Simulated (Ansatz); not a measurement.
MoN₂ in space group P4/mbm (No. 127; Mo on 2a, N on 4h) under volume change, r²SCAN (plane waves, PAW; program Ansatz), shape and atoms relaxed at each volume.

```csv
V (Å³/atom),E − E(relaxed) (meV/atom),P (GPa)
7.750,92.0,41.98
8.005,38.5,25.57
8.261,9.1,11.71
8.516,0.0,0.00
8.772,?,?
9.027,?,?
9.282,65.5,-25.21
```

Problem. Some entries are withheld; supply them.

Solution. 
- 9.027, E − E(relaxed) (meV/atom): 30.7
- 9.027, P (GPa): -18.23
- 8.772, E − E(relaxed) (meV/atom): 8.1
- 8.772, P (GPa): -9.90

Problem. What does a third-order Birch–Murnaghan fit give for V₀, B₀ and B′?

Solution. V₀ = 8.52 Å³/atom, B₀ = 358 GPa, B′ = 4.6.

The workflow started from a Materials Project entry (that database holds measured and hypothetical structures alike); the Crystallography Open Database copy checked does not list it. Its standing as an ambient phase is unchecked. The cell was relaxed with r²SCAN under the symmetry of its start; its stability against distortions is not shown here. The run is not spin-polarised.

Potentials: the later of the program's two PAW sets.
